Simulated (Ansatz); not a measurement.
A geometry of La away from equilibrium: step 2 of the relaxation of a relaxed La cell displaced along its unstable phonon at q = (½, ½, 0) of its primitive reciprocal cell (49i cm⁻¹), largest move 0.15 Å. Method: PBE (plane waves to 420 eV, PAW, scalar-relativistic; Ansatz, an electronic-structure program). Γ-centred k-mesh 11×11×11 on the run's cell (coarser than for final values), Fermi–Dirac smearing 0.05 eV.

```
CELL_PARAMETERS angstrom
     -4.42968     4.42968     3.75842
      0.00000     0.00000     3.75842
      2.23435     2.23435    -1.87921
ATOMIC_POSITIONS crystal
  La 0.00000 0.04071 0.08142
  La 0.50000 0.95929 0.91858
```

Problem. Which atoms carry the largest force, and which way does it point?

Solution. 0.16 eV/Å, on La1, La2 (atoms numbered as listed); on La2 its components are (-0.12, -0.12, 0.00).

Problem. What is the pressure?

Solution. 0.0 GPa, compression positive.

No spin polarisation in the result.

The run could not lose the symmetry of its start.

Of the parent cell (I4/mmm (No. 139)): it is a generated cell of La: the first start was made by placing the elements on the sites of a structure type, and the end was not matched to a known phase here, so it may be hypothetical. Known forms of La include space group No. 194.
